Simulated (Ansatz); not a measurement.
A: Ge (diamond), a = b = c = 5.6744 Å, α = β = γ = 90.00°
B: PbSe (rock salt), a = 6.1780 Å, b = 6.1780 Å, c = 6.1780 Å, α = 90.00°, β = 90.00°, γ = 90.00°
C: Mo (bcc, W type), a = b = c = 3.151 Å, α = β = γ = 90.00°
D: HfO₂ (fluorite), a = b = c = 5.0585 Å, α = β = γ = 90.00°
E: CuI (zinc blende), a = b = c = 6.023 Å, α = β = γ = 90.00°

Scan: energy over volume and axial ratio (atoms clamped). All come from one method, each on a k mesh of its own. All were relaxed with their symmetry unable to fall. CuI is run without spin polarisation. HfO2 is run without spin polarisation. Mo is run without spin polarisation. Spin-orbit coupling is left out. This is a high-temperature form of HfO2.

Question: Put the candidates in order of shear modulus C′ = (C11 − C12)/2 (fitted), highest first, for r2SCAN (plane waves to 500 eV, PAW, scalar-relativistic; Ansatz, an electronic-structure program).

Answer: D (246 GPa), C (167 GPa), B (57 GPa), A (41 GPa), E (9 GPa)

(Under strain, the slope of the energy per volume gives the stress and its curvature an elastic modulus.)
